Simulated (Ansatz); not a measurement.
# Elastic constants of IrOs (P-6m2), step by step

```
CELL_PARAMETERS angstrom
2.73607 0.00000 0.00000
-1.36804 2.36951 0.00000
0.00000 0.00000 4.35327
ATOMIC_POSITIONS crystal
Os 0.00000 0.00000 0.00000
Ir 0.33333 0.66667 0.50000
```

Unless marked otherwise, the numbers come from r²SCAN, PAW on Ansatz 0.2.0's default frozen-core files (fitted under PBE), scalar-relativistic. k mesh 20×20×12, Fermi-Dirac smearing of 0.100 eV, cutoff 500 eV. The cell was relaxed by PAW under this functional. This phase needn't be the one found at ambient conditions.

The cell is hexagonal and carries a residual pressure of 0.00 GPa at this level. Each strain component that symmetry leaves independent is applied at ±0.005, the ions relax wherever a strain frees them, and the stress (tension positive, GPa) is read. Shears are engineering strains, γ = 2ε.

| strain | size | σxx | σyy | σzz | σyz | σxz | σxy |
| --- | --- | --- | --- | --- | --- | --- | --- |
| xx | -0.005 | -3.6726 | -1.1724 | -1.1995 | 0.0000 | 0.0000 | 0.0000 |
| xx | +0.005 | 3.4916 | 1.1579 | 1.1789 | 0.0000 | 0.0000 | 0.0000 |
| zz | -0.005 | -1.2079 | -1.2079 | -3.9553 | 0.0000 | 0.0000 | 0.0000 |
| zz | +0.005 | 1.1708 | 1.1708 | 3.7886 | 0.0000 | 0.0000 | 0.0000 |
| yz | -0.005 | 0.0063 | -0.0011 | -0.0183 | -0.8037 | 0.0000 | 0.0000 |
| yz | +0.005 | 0.0063 | -0.0011 | -0.0183 | 0.8037 | 0.0000 | 0.0000 |

A central difference gives one constant, for example C11 ≈ (3.4916 − (-3.6726))/(0.01) = 716.4 GPa; the program then imposes the crystal's symmetry on the whole matrix.

(1) What are the independent elastic constants?

(2) Is the crystal stable against homogeneous strain?

(3) What moduli does a random aggregate of grains have?

(4) With the density of 22.502 g/cm³, how fast does sound travel, and what Debye temperature follows?

## Answers

(1) C11 = 716.4, C12 = 233.0, C13 = 237.9, C33 = 774.4, C44 = 160.7 GPa.

(2) The least eigenvalue of the 6×6 matrix is 160.7 GPa, so yes.

(3) Voigt and Reuss bounds: B from 402.2 to 402.7 and G from 203.2 to 212.5 GPa; their means are B = 402.5 and G = 207.9 GPa. Then E = 9BG/(3B + G) = 532.0 GPa, ν = (3B − 2G)/(6B + 2G) = 0.280 and B/G = 1.94, on the ductile side of Pugh's 1.75 (a rule of thumb).

(4) 

| direction | slow (m/s) | middle (m/s) | fast (m/s) |
| --- | --- | --- | --- |
| x | 2673 | 3277 | 5643 |
| y | 2673 | 3277 | 5643 |
| z | 2673 | 2673 | 5866 |

The mean of v⁻³ over directions and branches gives v_m = 3376 m/s and θ_D = (ħ/k_B) v_m (6π²n)^(1/3) = 416 K, n being atoms per volume. Young's modulus spans 463 to 655 GPa over directions, and the universal anisotropy index is 0.23.

Known limits: frozen-core PAW files fitted under PBE, their cores solved anew for the functional of the run; responses of metals move with mesh and smearing; no spin-orbit coupling on heavy atoms.
